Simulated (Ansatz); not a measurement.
# BaC$_{12}$ (P6/mmm)

Theory: DFT PBE+D3(BJ), scalar-relativistic, plane waves, PAW in Ansatz 0.2.0.

Plane waves to 420 eV, a k mesh through Γ of 12×12×6 on the computed 13-atom cell and Gaussian smearing (0.10 eV); no spin polarisation.

The structure is relaxed at this level of theory with its symmetry kept, and needn't be the ground state of this composition.

Space group P6/mmm (No. 191). a = 4.289 Å, b = 4.289 Å, c = 8.740 Å, α = 90.00°, β = 90.00°, γ = 120.00°
| atom | site | symmetry | x | y | z |
| --- | --- | --- | --- | --- | --- |
| Ba | 1a | 6/mmm | 0.0000 | 0.0000 | 0.0000 |
| C | 12n | ..m | 0.6669 | 0.0000 | 0.6919 |

Kohn–Sham band gap?

none (metal).

Density of states at the Fermi level?

2.1 states/eV per cell.

Orbital (Löwdin) character within 0.5 eV of the Fermi level?

C 2p 61 %, Ba 6s 16 %, unprojected 23 %.

Spin-orbit coupling is left out, which matters for the bands of heavy elements.

The cell was found from a structure generator's guess, not taken from experiment. Löwdin shares on free-atom orbitals overweight diffuse shells.
